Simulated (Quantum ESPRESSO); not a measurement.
## Re4PdAg3 (finding a planted mistake in a log)

Simulated, not a measurement. The program is pw.x of Quantum ESPRESSO 7.5 (plane-wave density functional theory). The cell is made up: eight metal atoms on a face-centred cubic lattice, with elements, volume, strain and displacements drawn at random and not relaxed, so it may be unstable or far from any real phase. PseudoDojo standard norm-conserving files set the functional (PBE unless stated); there is no spin polarisation or spin-orbit coupling, the Fermi-Dirac width of 0.25 eV means electrons at about 2900 K, and the masses in the input are unused placeholders. Heavy elements are run without spin-orbit coupling, which real alloys of them have. A spin test at this wide smearing found no moment, but such smearing suppresses magnetism that the real alloy may have.

Intended input:

```
&control calculation='scf', pseudo_dir='./dojo.nc.sr.pbe.v0_5.standard.upf', outdir='./o', disk_io='minimal', tprnfor=.true., tstress=.true. /
&system ibrav=0, nat=8, ntyp=3, nbnd=84, ecutwfc=82.02448710, nosym=.true., tot_charge=0,
 occupations='smearing', smearing='fd', degauss=0.0183746611
/
&electrons conv_thr=1.470e-08, electron_maxstep=70, mixing_beta=0.5 /
ATOMIC_SPECIES
Ag 1.0 Ag.upf
Pd 1.0 Pd.upf
Re 1.0 Re.upf
CELL_PARAMETERS angstrom
-4.1 0.0 0.0
0.0 -4.1 4.1
0.0 6.15 2.05
ATOMIC_POSITIONS angstrom
Re 0.001 0.0309 -0.0205
Pd 0.001 2.0389 2.0776
Re -0.0051 -2.0677 2.0582
Ag 0.0265 0.0222 4.0879
Re -2.0776 4.14 2.0662
Ag -2.051 0.0154 2.0218
Ag -2.0759 2.0647 4.0855
Re -2.0516 -1.9945 4.0735
K_POINTS automatic
6 5 4 1 1 1
```

The log is shortened where brackets say so; the opening notice, blank lines, dates and the lines on written files are dropped, and the path of the files is cut. It prints rydbergs, bohrs and kilobars, and counts compression as positive stress. Its total energy is the free energy E - TS of the whole cell.

Log of the intended run:

```
     Program PWSCF v.7.5
     Parallel version (MPI & OpenMP), running on       4 processor cores
     Number of MPI processes:                 4
     Threads/MPI process:                     1
     [start-up lines left out]
     bravais-lattice index     =            0
     lattice parameter (alat)  =       7.7479  a.u.
     unit-cell volume          =     930.2039 (a.u.)^3
     number of atoms/cell      =            8
     number of atomic types    =            3
     number of electrons       =       135.00
     number of Kohn-Sham states=           84
     kinetic-energy cutoff     =      82.0245  Ry
     charge density cutoff     =     328.0979  Ry
     scf convergence threshold =      1.5E-08
     mixing beta               =       0.5000
     number of iterations used =            8  plain     mixing
     Exchange-correlation= PBE
                           (   1   4   3   4   0   0   0)
     [axes and pseudopotential details left out]
   Cartesian axes
     site n.     atom                  positions (alat units)
         1        Re     tau(   1) = (   0.0002439   0.0075366  -0.0050000  )
         2        Pd     tau(   2) = (   0.0002439   0.4972927   0.5067317  )
         3        Re     tau(   3) = (  -0.0012439  -0.5043171   0.5020000  )
         4        Ag     tau(   4) = (   0.0064634   0.0054146   0.9970488  )
         5        Re     tau(   5) = (  -0.5067317   1.0097561   0.5039512  )
         6        Ag     tau(   6) = (  -0.5002439   0.0037561   0.4931220  )
         7        Ag     tau(   7) = (  -0.5063171   0.5035854   0.9964634  )
         8        Re     tau(   8) = (  -0.5003902  -0.4864634   0.9935366  )
     number of k points=    60  Fermi-Dirac smearing, width (Ry)=  0.0184
                       cart. coord. in units 2pi/alat
        k(    1) = (  -0.0833333   0.0375000   0.1375000), wk =   0.0333333
        k(    2) = (  -0.0833333   0.1625000   0.2625000), wk =   0.0333333
     [further k points left out]
     Dense  grid:    93241 G-vectors     FFT dimensions: (  45,  64,  72)
     Estimated max dynamical RAM per process >     405.46 MB
     Estimated total dynamical RAM >       1.52 GB
     Initial potential from superposition of free atoms
     starting charge     134.9972, renormalised to     135.0000
     Starting wfcs are   79 randomized atomic wfcs +    5 random wfcs
     total cpu time spent up to now is        6.1 secs
     per-process dynamical memory:   328.1 Mb
     Self-consistent Calculation
     iteration #  1     ecut=    82.02 Ry     beta= 0.50
     Davidson diagonalization with overlap
     ethr =  1.00E-02,  avg # of iterations =  3.0
     total cpu time spent up to now is       23.4 secs
     total energy              =   -1885.40715091 Ry
     estimated scf accuracy    <      14.75752854 Ry
     iteration #  2     ecut=    82.02 Ry     beta= 0.50
     Davidson diagonalization with overlap
     ethr =  1.00E-02,  avg # of iterations =  3.0
     total cpu time spent up to now is       41.2 secs
     total energy              =   -1890.65949934 Ry
     estimated scf accuracy    <      58.50967406 Ry
     [iterations 3 to 19 left out]
     iteration # 20     ecut=    82.02 Ry     beta= 0.50
     Davidson diagonalization with overlap
     ethr =  1.96E-11,  avg # of iterations =  2.0
     total cpu time spent up to now is      305.9 secs
     total energy              =   -1895.11427566 Ry
     estimated scf accuracy    <       0.00000003 Ry
     iteration # 21     ecut=    82.02 Ry     beta= 0.50
     Davidson diagonalization with overlap
     ethr =  1.96E-11,  avg # of iterations =  1.0
     total cpu time spent up to now is      318.8 secs
     End of self-consistent calculation
     [lines on levels left out]
!    total energy              =   -1895.11427566 Ry
     estimated scf accuracy    <          6.9E-10 Ry
     smearing contrib. (-TS)   =      -0.10682503 Ry
     internal energy E=F+TS    =   -1895.00745063 Ry
     The total energy is F=E-TS. E is the sum of the following terms:
     one-electron contribution =    -593.22947951 Ry
     hartree contribution      =     370.82883477 Ry
     xc contribution           =    -318.72798371 Ry
     ewald contribution        =   -1353.87882219 Ry
     convergence has been achieved in  21 iterations
     Forces acting on atoms (cartesian axes, Ry/au):
     atom    1 type  3   force =    -0.00034928    0.00914935    0.01024845
     atom    2 type  2   force =    -0.00300297    0.02897133   -0.03123614
     atom    3 type  3   force =    -0.00030061    0.00012355   -0.00521692
     atom    4 type  1   force =    -0.01030503   -0.00851695    0.01000722
     atom    5 type  3   force =     0.00398332   -0.00165836    0.01638347
     atom    6 type  1   force =     0.00177284   -0.00519183   -0.01298691
     atom    7 type  1   force =     0.00912171    0.01321898    0.01113451
     atom    8 type  3   force =    -0.00091997   -0.03609608    0.00166632
     Total force =     0.067033     Total SCF correction =     0.000118
     Computing stress (Cartesian axis) and pressure
          total   stress  (Ry/bohr**3)                   (kbar)     P=     -181.30
  -0.00134489   0.00000268   0.00001118         -197.84        0.39        1.64
   0.00000268  -0.00116637   0.00001228            0.39     -171.58        1.81
   0.00001118   0.00001228  -0.00118610            1.64        1.81     -174.48
     init_run     :      5.59s CPU      5.85s WALL (       1 calls)
     electrons    :    304.75s CPU    312.72s WALL (       1 calls)
     forces       :      2.65s CPU      2.66s WALL (       1 calls)
     stress       :      9.28s CPU      9.35s WALL (       1 calls)
     [timing details left out]
     PWSCF        :   5m22.50s CPU   5m30.90s WALL
     JOB DONE.
```

A second run was made from an input with one planted mistake. Its log:

```
     Program PWSCF v.7.5
     Parallel version (MPI & OpenMP), running on       4 processor cores
     Number of MPI processes:                 4
     Threads/MPI process:                     1
     [start-up lines left out]
     bravais-lattice index     =            0
     lattice parameter (alat)  =       7.7479  a.u.
     unit-cell volume          =     930.2039 (a.u.)^3
     number of atoms/cell      =            8
     number of atomic types    =            3
     number of electrons       =       135.00
     number of Kohn-Sham states=           84
     kinetic-energy cutoff     =      82.0245  Ry
     charge density cutoff     =     328.0979  Ry
     scf convergence threshold =      1.5E-08
     mixing beta               =       0.5000
     number of iterations used =            8  plain     mixing
     Exchange-correlation= PBE
                           (   1   4   3   4   0   0   0)
     [axes and pseudopotential details left out]
   Cartesian axes
     site n.     atom                  positions (alat units)
         1        Re     tau(   1) = (   0.0002439   0.0075366  -0.0050000  )
         2        Pd     tau(   2) = (   0.0002439   0.4972927   0.5067317  )
         3        Re     tau(   3) = (  -0.0012439  -0.5043171   0.5020000  )
         4        Ag     tau(   4) = (   0.0064634   0.0054146   0.9970488  )
         5        Re     tau(   5) = (  -0.5067317   1.0097561   0.5039512  )
         6        Ag     tau(   6) = (  -0.5002439   0.0037561   0.4931220  )
         7        Ag     tau(   7) = (  -0.5063171   0.5035854   0.9964634  )
         8        Re     tau(   8) = (  -0.5003902  -0.4693902   0.9935366  )
     number of k points=    60  Fermi-Dirac smearing, width (Ry)=  0.0184
                       cart. coord. in units 2pi/alat
        k(    1) = (  -0.0833333   0.0375000   0.1375000), wk =   0.0333333
        k(    2) = (  -0.0833333   0.1625000   0.2625000), wk =   0.0333333
     [further k points left out]
     Dense  grid:    93241 G-vectors     FFT dimensions: (  45,  64,  72)
     Estimated max dynamical RAM per process >     405.46 MB
     Estimated total dynamical RAM >       1.52 GB
     Initial potential from superposition of free atoms
     starting charge     134.9972, renormalised to     135.0000
     Starting wfcs are   79 randomized atomic wfcs +    5 random wfcs
     total cpu time spent up to now is        6.4 secs
     per-process dynamical memory:   320.8 Mb
     Self-consistent Calculation
     iteration #  1     ecut=    82.02 Ry     beta= 0.50
     Davidson diagonalization with overlap
     ethr =  1.00E-02,  avg # of iterations =  3.0
     total cpu time spent up to now is       24.3 secs
     total energy              =   -1885.39509159 Ry
     estimated scf accuracy    <      14.76679159 Ry
     iteration #  2     ecut=    82.02 Ry     beta= 0.50
     Davidson diagonalization with overlap
     ethr =  1.00E-02,  avg # of iterations =  3.0
     total cpu time spent up to now is       42.8 secs
     total energy              =   -1890.67003699 Ry
     estimated scf accuracy    <      58.39249068 Ry
     [iterations 3 to 19 left out]
     iteration # 20     ecut=    82.02 Ry     beta= 0.50
     Davidson diagonalization with overlap
     ethr =  3.94E-11,  avg # of iterations =  2.0
     total cpu time spent up to now is      315.0 secs
     total energy              =   -1895.10841159 Ry
     estimated scf accuracy    <       0.00000004 Ry
     iteration # 21     ecut=    82.02 Ry     beta= 0.50
     Davidson diagonalization with overlap
     ethr =  2.99E-11,  avg # of iterations =  1.0
     total cpu time spent up to now is      328.2 secs
     End of self-consistent calculation
     [lines on levels left out]
!    total energy              =   -1895.10841159 Ry
     estimated scf accuracy    <          1.5E-09 Ry
     smearing contrib. (-TS)   =      -0.10722326 Ry
     internal energy E=F+TS    =   -1895.00118834 Ry
     The total energy is F=E-TS. E is the sum of the following terms:
     one-electron contribution =    -594.17887834 Ry
     hartree contribution      =     371.29333178 Ry
     xc contribution           =    -318.72773547 Ry
     ewald contribution        =   -1353.38790631 Ry
     convergence has been achieved in  21 iterations
     Forces acting on atoms (cartesian axes, Ry/au):
     atom    1 type  3   force =    -0.00038710    0.00598932    0.00881012
     atom    2 type  2   force =    -0.00303539    0.02916356   -0.03127346
     atom    3 type  3   force =    -0.00043681    0.00347512   -0.00126323
     atom    4 type  1   force =    -0.01104053   -0.00274557    0.01029167
     atom    5 type  3   force =     0.00428664    0.00084768    0.01285371
     atom    6 type  1   force =     0.00178349    0.00017153   -0.01848354
     atom    7 type  1   force =     0.00915612    0.01575559    0.01361948
     atom    8 type  3   force =    -0.00032642   -0.05265722    0.00544525
     Total force =     0.077781     Total SCF correction =     0.000153
     Computing stress (Cartesian axis) and pressure
          total   stress  (Ry/bohr**3)                   (kbar)     P=     -180.02
  -0.00131150   0.00000046   0.00001062         -192.93        0.07        1.56
   0.00000046  -0.00115959  -0.00000418            0.07     -170.58       -0.61
   0.00001062  -0.00000418  -0.00120026            1.56       -0.61     -176.56
     init_run     :      6.04s CPU      6.34s WALL (       1 calls)
     electrons    :    314.04s CPU    321.85s WALL (       1 calls)
     forces       :      2.73s CPU      2.74s WALL (       1 calls)
     stress       :      9.35s CPU      9.57s WALL (       1 calls)
     [timing details left out]
     PWSCF        :   5m32.27s CPU   5m40.63s WALL
     JOB DONE.
```

Question: the log repeats what the program read. Compare it with the intended run: what was wrong in the second input?

Answer: one coordinate of one atom is wrong. The input lines that differ:

```
- Re -2.0516 -1.9945 4.0735
+ Re -2.0516 -1.9245 4.0735
```

|  | intended run | run with the mistake |
| --- | --- | --- |
| free energy (eV) | -25784.343 | -25784.263 |
| entropy term -TS, part of it (eV) | -1.453 | -1.459 |
| pressure (GPa) | -18.13 | -18.00 |
| size of the largest force component (eV/Å) | 0.928 | 1.354 |
| largest change of a force component (eV/Å) |  | 0.426 |
| iterations | 21 | 21 |

For scale, a rerun of the intended cell at a higher cutoff and on a denser mesh moved values by no more than 0.006 eV in energy, 0.10 GPa in stress and 0.004 eV/Å in force, and a second program with other atomic files agreed on that cell to 2 % rms in force and 0.5 GPa in pressure.